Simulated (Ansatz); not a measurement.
# MoP2: computed property card

MoP2:
```xyz
6
Lattice="1.5620 -5.5698 0.0000 1.5620 5.5698 0.0000 0.0000 0.0000 4.9536" Properties=species:S:1:pos:R:3 pbc="T T T"
Mo     1.5620    -4.5313     2.4657
Mo     1.5620     4.5313     4.9425
P      1.5620    -0.7788     1.8818
P      1.5620     0.7788     4.3586
P      1.5620     2.2635     0.9778
P      1.5620    -2.2635     3.4546
```

Space group Cmc2_1 (No. 36); conventional cell a = 3.124 Å, b = 11.140 Å, c = 4.954 Å, α = β = γ = 90.00°.

Method: PBEsol (plane waves, PAW; program Ansatz). The cell and atoms are relaxed at this level. Other levels are named where they apply.

Cell and energy:

- Volume per atom = 14.37 Å³
- Density = 6.08 g/cm³
- Formation energy from the elements (no fitted shifts) = -636 meV/atom

Electronic structure:

Electronic character: metallic (no gap)
Density of states at the Fermi level: 0.18 states/eV per atom (mean over ±0.08 eV)
Gap with spin–orbit coupling: none (metallic)

Mechanics:

- Bulk modulus (Birch–Murnaghan fit) = 188 GPa
- Pressure derivative B′ = 4.0

Phonons:

Highest zone-centre frequency: 15.88 THz
Zone-centre stability: no imaginary mode at Γ

The workflow started from a Materials Project entry (that database holds measured and hypothetical structures alike); the Crystallography Open Database copy checked does not list it. Its standing as an ambient phase is unchecked. The cell was relaxed with PBEsol under the symmetry of its start. The run is not spin-polarised. As this level gives no gap, phonon frequencies hold no LO–TO term and depend on the k-mesh and smearing (Fermi–Dirac, 0.1 eV here). The references are the lowest solids computed at this level, not always the standard phases. Spin–orbit coupling is left out wherever it is not named.

Potentials: the earlier of the program's two PAW sets. The files were generated under PBE; for other functionals the program regenerates the frozen cores, and for LDA and PBEsol the local potential too.
